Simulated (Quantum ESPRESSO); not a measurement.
# Ga2SiMgP4: convergence and cost over cutoff and k mesh

Computed values, not a measurement. The program is pw.x of Quantum ESPRESSO 7.5 (plane-wave density functional theory). The cell is made up: 8 atoms on a zincblende/diamond lattice, with randomly drawn elements, strain and displacements, not relaxed. PseudoDojo standard norm-conserving files (v0.5 for PBE, v0.4.1 for LDA and PBEsol) set the functional; there is no spin polarisation, spin-orbit coupling or dispersion term, and the masses in the input are unused placeholders.

Input of the run in row 4:

```
&control calculation='scf', pseudo_dir='./dojo.nc.sr.pbe.v0_5.standard.upf', outdir='./o', disk_io='low', tprnfor=.true., tstress=.true. /
&system ibrav=0, nat=8, ntyp=4, nbnd=36, ecutwfc=84.00895049, nosym=.true., tot_charge=0,
 occupations='smearing', smearing='fd', degauss=0.0018374661
/
&electrons conv_thr=7.350e-09, electron_maxstep=60, /
ATOMIC_SPECIES
Ga 1.0 Ga.upf
Mg 1.0 Mg.upf
P 1.0 P.upf
Si 1.0 Si.upf
CELL_PARAMETERS angstrom
5.463 0.0136 -0.0475
0.0136 5.5764 0.0222
-0.0475 0.0222 5.5706
ATOMIC_POSITIONS angstrom
Ga -0.0996 0.0464 -0.0243
Si 0.0257 2.7494 2.7383
Mg 2.7384 0.0042 2.7955
Ga 2.6645 2.8094 -0.0458
P 1.3715 1.449 1.2651
P 1.3083 4.1388 4.1459
P 4.0813 1.4335 4.0422
P 4.0744 4.2549 1.2899
K_POINTS automatic
4 4 4 1 1 1
```

The same cell was run at these settings. Meshes are shifted by half a step, and differences are from the last row, which is itself not exact.

```
cutoff (eV)     k mesh  k points solved  threshold (eV)  free energy less the last row's (eV)  pressure (GPa)  largest stress difference (GPa)  largest force difference (eV/Å)  iterations  wall time (s)  k-point pools              processor
        800  2 x 2 x 2                4           1e-04                                 2.801          -20.61                            20.93                            0.060           7             10              4  AMD EPYC, Zen 5 class
       1143  1 x 1 x 1                1           1e-07                                 7.785            6.22                             6.57                            0.506          11             16              4  AMD EPYC, Zen 5 class
        810  4 x 4 x 4               32           1e-07                                 2.000          -18.02                            18.26                            0.010          10             30              4  AMD EPYC, Zen 5 class
       1143  4 x 4 x 4               32           1e-07                                 0.008            0.22                             0.01                            0.003          10             62              4  AMD EPYC, Zen 5 class
       1437  6 x 6 x 6              108           1e-07                                 0.000            0.23                             0.00                            0.000          10            196              4  AMD EPYC, Zen 5 class
```

Each pool is one process. Wall times include start-up and a band step at six k points, which weighs most on the coarsest meshes. The runs were on shared virtual cores whose load varied, so times are rough.